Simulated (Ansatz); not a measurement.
Relaxing a structure of Bi

The start is a generated trial cell of Bi in the simple-cubic structure type. The cell and all atomic positions are relaxed at zero pressure with r2SCAN (plane waves to 500 eV, PAW, scalar-relativistic; Ansatz, an electronic-structure program). The first steps use a coarse 10×10×10 k-mesh.

The start:
```
Bi
1.0
    3.29014     0.00000     0.00000
    0.00000     3.29014     0.00000
    0.00000     0.00000     3.29014
Bi
1
Direct
  0.00000   0.00000   0.00000
```

How does the volume change?

-3.3 %, from 35.62 to 34.44 Å³/atom.

What band gap does the relaxed structure have at this level?

No gap (metallic).

What does it relax into? Give the structure.


```cif
data_Bi
_chemical_formula_sum 'Bi1'
_space_group_name_H-M_alt 'Pm-3m'
_space_group_IT_number 221
_space_group_name_Hall '-P 4 2 3'
_cell_length_a 3.25358
_cell_length_b 3.25358
_cell_length_c 3.25358
_cell_angle_alpha 90.000
_cell_angle_beta 90.000
_cell_angle_gamma 90.000
loop_
_atom_site_label
_atom_site_type_symbol
_atom_site_symmetry_multiplicity
_atom_site_Wyckoff_symbol
_atom_site_fract_x
_atom_site_fract_y
_atom_site_fract_z
_atom_site_occupancy
Bi1 Bi 1 a 0.00000 0.00000 0.00000 1
```

The space group stays Pm-3m (No. 221) (the run could not lower it); the end is simple cubic type, with 1 atom in the primitive cell. Final values are on a 14×14×14 k-mesh of the relaxed cell. No spin polarisation in the result.

The run could not lose the symmetry of its start, so the end can be a saddle point.

The relaxed structure here is a generated cell of Bi: the first start was made by placing the elements on the sites of a structure type, and the end was not matched to a known phase here, so it may be hypothetical. Known forms of Bi include space group No. 166.
